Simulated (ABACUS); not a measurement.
A self-consistent single point of SiNi (Pnma, 8 atoms in the cell; from Materials Project mp-351, changed as shown).

```xyz
8
Lattice="5.0151 0.0000 0.0000 0.0000 3.2396 0.0000 0.0000 0.0000 5.5414" Properties=species:S:1:pos:R:3 pbc="T T T"
Si     4.1178     2.4297     3.2269
Si     0.8972     0.8099     2.3145
Si     3.4048     0.8099     0.4562
Si     1.6103     2.4297     5.0852
Ni     2.5474     0.8099     3.8154
Ni     2.4677     2.4297     1.7260
Ni     4.9752     2.4297     1.0447
Ni     0.0399     0.8099     4.4967
```

Computed with PBEsol, PseudoDojo 0.4 standard norm-conserving PBEsol (tails mended) pseudopotentials (plane waves; ABACUS 3.10.1).

ABACUS settings:

```
setting                                                                  value
---------------  -------------------------------------------------------------
KPT                                                          Gamma 3 4 3 0 0 0
basis_type                                                                  pw
ecutwfc                                                                  98 Ry
smearing_method                                                             fd
smearing_sigma                                                   0.00734986 Ry
potentials       PseudoDojo 0.4 standard norm-conserving PBEsol (tails mended)
symmetry                                                                     1
symmetry_prec                                                            1e-05
ks_solver                                                                  dav
scf_nmax                                                                   100
scf_thr                                                             1.0e-09 Ry
mixing_type                                                            broyden
mixing_beta                                                                0.7
```

Results:

```
Quantity                                                  Result
------------------------------------------------  --------------
Number of valence electrons                                   88
Number of bands                                               54
Number of k-points after the program's reduction              12
Number of plane waves (most at a k-point)                   9983
Number of SCF iterations                                       9
FFT grid                                            60 × 40 × 72
Free energy E − TS                                -18713.1508 eV
Fermi level (on the code's own zero)                    16.22 eV
Pressure                                               11.00 GPa
Largest force (vector length)                         0.143 eV/Å
```

Forces (eV/Å):
```json
[
 {"atom": "Si1", "Fx": "0.038", "Fy": "0.000", "Fz": "0.026"},
 {"atom": "Si2", "Fx": "-0.038", "Fy": "0.000", "Fz": "-0.026"},
 {"atom": "Si3", "Fx": "-0.038", "Fy": "0.000", "Fz": "0.026"},
 {"atom": "Si4", "Fx": "0.038", "Fy": "0.000", "Fz": "-0.026"},
 {"atom": "Ni5", "Fx": "0.118", "Fy": "0.000", "Fz": "-0.081"},
 {"atom": "Ni6", "Fx": "-0.118", "Fy": "0.000", "Fz": "0.081"},
 {"atom": "Ni7", "Fx": "-0.118", "Fy": "0.000", "Fz": "-0.081"},
 {"atom": "Ni8", "Fx": "0.118", "Fy": "0.000", "Fz": "0.081"}
]
```

Stress (GPa, positive for compression):
```
13.32   0.00   0.00
 0.00  11.27   0.00
 0.00   0.00   8.42
```

For comparison: a first run was changed to give this one (lattice vector c scaled by 1.02), and from it to this one the free energy drops by 16.7 meV/atom, the pressure goes from 15.88 to 11.00 GPa and the largest force goes from 0.285 to 0.143 eV/Å.

The run has no spin polarisation, so moments on Ni cannot form. The structure comes from a collection of computed structures, made at another level of theory; the collection holds predicted forms beside known ones. Its lattice was then scaled. No clean gap shows at this smearing width and mesh (spacing up to 0.48 Å⁻¹); the mesh is coarse for partly filled bands, so the values carry mesh errors.

Cost on one core: around 3 core-minutes (rough).

“Tails mended”: in these copies of the files the far tail of each local potential was reset to the Coulomb form.
